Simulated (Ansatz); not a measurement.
Relaxed-ion elastic tensor of SiC (zinc blende, F-43m) in GPa (Voigt order), DFT-LDA in the program Ansatz with PAW potentials; density 3.28 g/cm³, 10.14 Å³ per atom.

|  | 1 | 2 | 3 | 4 | 5 | 6 |
|---|---|---|---|---|---|---|
| 1 | 404 | 143 | 143 | 0.0 | 0.0 | 0.0 |
| 2 | 143 | 404 | 143 | 0.0 | 0.0 | 0.0 |
| 3 | 143 | 143 | 404 | 0.0 | 0.0 | 0.0 |
| 4 | 0.0 | 0.0 | 0.0 | 252 | 0.0 | 0.0 |
| 5 | 0.0 | 0.0 | 0.0 | 0.0 | 252 | 0.0 |
| 6 | 0.0 | 0.0 | 0.0 | 0.0 | 0.0 | 252 |

Is the crystal mechanically stable?

Yes: the smallest eigenvalue of C is 252 GPa.

Work out the Voigt, Reuss and Hill averages.

K_V = 230, K_R = 230, K_H = 230; G_V = 203, G_R = 183, G_H = 193 GPa.

Give Young's modulus, Poisson's ratio, Pugh's ratio and the universal anisotropy index.

E = 9KG/(3K + G) = 453 GPa; ν = 0.17; K/G = 1.19 (brittle by the Pugh limit of 1.75); A_U = 5G_V/G_R + K_V/K_R − 6 = 0.54.

Estimate the sound speeds and the Debye temperature.

v_l = √((K + 4G/3)/ρ) = 12200 m/s, v_t = √(G/ρ) = 7680 m/s, mean 8450 m/s; Θ = (h/k)(3n/4πV)^(1/3) v_m = 1160 K.

Give the Zener ratio and Young's modulus along [100], [110] and [111].

A = 2C44/(C11 − C12) = 1.94; 1/E = S11 − 2(S11 − S12 − S44/2)Γ with Γ = 0, 1/4, 1/3 gives 329, 473, 554 GPa.

Solve the Christoffel equation for the three sound speeds along [100], [110], [111].

Eigenvalues of C_ijkl n_j n_l equal ρv² (piezoelectric stiffening left out). In km/s, slowest first: [100] 8.76, 8.76, 11.09; [110] 6.30, 8.76, 12.65; [111] 7.21, 7.21, 13.13.

The cell was relaxed with LDA under the symmetry of its start.

Potentials: the earlier of the program's two PAW sets. The files were generated under PBE; for other functionals the program regenerates the frozen cores, and for LDA and PBEsol the local potential too.
